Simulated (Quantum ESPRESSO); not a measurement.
```
HgTe
1.0
    0.00000     3.25438     3.25438
    3.25438     0.00000     3.25438
    3.25438     3.25438     0.00000
Te Hg
1 1
Direct
  0.75000   0.75000   0.75000
  0.00000   0.00000   0.00000
```

Cell and atoms were relaxed with PBEsol from Materials Project entry mp-2730, within its symmetry.

Problem. What does PBE (stringent potentials; Quantum ESPRESSO, PseudoDojo norm-conserving, 107 Ry, without SOC) give for the electronic structure near the Fermi level?

Solution. At this level the gap is closed or nearly so: along the path the highest valence and lowest conduction bands touch, or overlap by less than 0.6 eV, a zero-gap or semimetallic result; the valence top lies at Γ, the conduction bottom at Γ. Spin-orbit coupling is left out, which matters for elements this heavy: edges can move by tenths of an eV.
